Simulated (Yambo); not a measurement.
## Bethe-Salpeter results for NaF at +2 % isotropic strain

```xyz
2
Lattice="0.0000 2.3599 2.3599 2.3599 0.0000 2.3599 2.3599 2.3599 0.0000" Properties=species:S:1:pos:R:3 pbc="T T T"
F      2.3599     2.3599     2.3599
Na     4.7199     4.7199     4.7199
```

The PBEsol cell relaxed from Materials Project entry mp-682 was given an isotropic strain of +2 % on all lattice vectors, and the atoms were relaxed again.

BSE in Yambo on PBEsol (pw.x of Quantum ESPRESSO, ONCV potentials, scalar-relativistic) bands: 10×10×10 mesh, 3 valence and 1 conduction bands, static screening with 15 bands and a 4 Ry block, scissor 4.46 eV, Tamm-Dancoff; field along x.

```tsv
state	energy (eV)	states within 2 meV	relative strength	class	main transitions
1	8.45	3	1.00	strong	several band pairs
2	9.75	6	0.06	strong	several band pairs
3	9.82	2	< 0.01	dark	several band pairs
4	9.84	3	< 0.01	dark	several band pairs
5	10.05	1	< 0.01	dark	VB−2 → CB (100 %)
6	10.11	2	< 0.01	dark	several band pairs
7	10.11	3	< 0.01	dark	several band pairs
8	10.14	3	0.07	strong	several band pairs
```

These are vertical excitations (zero momentum). The direct quasiparticle gap on this mesh is 10.39 eV; counted from there, state 1 is bound by 1.94 eV. Convergence with the mesh was not shown.

Spin singlets only. Strengths are relative to the strongest of the lowest states of this run; strong means a line over 3 % of the spectrum's maximum, dark under 0.03 %. Absolute energies carry the error of the G0W0 scissor, whose convergence isn't established.
